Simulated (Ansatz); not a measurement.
Data:

Relaxed ZnS (zinc blende):

```
CELL_PARAMETERS angstrom
      0.00000     5.44344     5.44344
      2.72172     0.00000     2.72172
      2.72172     2.72172     0.00000
ATOMIC_POSITIONS crystal
  S  0.37500 0.75000 0.75000
  S  0.87500 0.75000 0.75000
  Zn 0.00000 0.00000 0.00000
  Zn 0.50000 0.00000 0.00000
```

The atoms are displaced by Q × the pattern below (from a DFPT mode at L = (0.5, 0.0, 0.0), largest move 1; Q in Å), at fixed cell. (q is in reciprocal vectors of the primitive cell; the cell shown is doubled to hold the pattern.)

```csv
atom,x,y,z
S1,-0.138,0.138,0.138
S2,0.138,-0.138,-0.138
Zn3,-0.577,0.577,0.577
Zn4,0.577,-0.577,-0.577
```

These are PBE (plane waves to 420 eV, PAW, scalar-relativistic; Ansatz, an electronic-structure program) values and carry that method's errors. k mesh 5×10×10 (Γ-centred), Fermi-Dirac smearing 0.05 eV. The energy includes the smearing's −TS. ZnS was relaxed with its symmetry unable to fall. ΔE is measured from the undisplaced structure.

The scan covers Q from -0.180 to 0.180 Å in 13 points.

Q: Which space group does the distorted structure have?

A: R3m (No. 160), lowered from F-43m.

Q: Is this a single well or a double well?

A: A single well with its minimum at or next to zero displacement.

Q: What is the energy change at Q = 0.180 Å?

A: 286.0 meV/cell.

Q: What harmonic wavenumber does the curvature at Q = 0 give?

A: 189 cm⁻¹.

(For displaced atoms, the force is minus the slope of the energy, and its curvature is a force constant, which sets phonon frequencies.)
